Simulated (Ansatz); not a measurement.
All-electron LAPW in Ansatz 0.2.0 under LDA, scalar-relativistic, energies extrapolated to zero smearing. Slabs are 1×1 cells cut from bulk crystals relaxed on PAW files, with atoms then relaxed, 16 to 20 Å of vacuum, a dipole correction, k spacings of 0.16 to 0.26 Å⁻¹ and smearing of 0.02 to 0.1 eV, without spin–orbit coupling or spin polarisation. The bulk type named needn't be the stable one, and no reconstruction is allowed.

```
                  slab  area (Å²)  γ (J/m²)  Φ (eV)  Δd12 (%)
fcc Al (100), 5 layers       7.93      1.08    4.44       1.4
fcc Rh (110), 5 layers       9.97         ?       ?     -12.4
fcc Pd (110), 5 layers      10.44      2.22    5.10     -10.1
```

Problem. Fill in "Φ (eV)" for the row "fcc Rh (110), 5 layers".

Solution. 4.90.

Problem. Fill in "γ (J/m²)" for the row "fcc Rh (110), 5 layers".

Solution. 3.08.
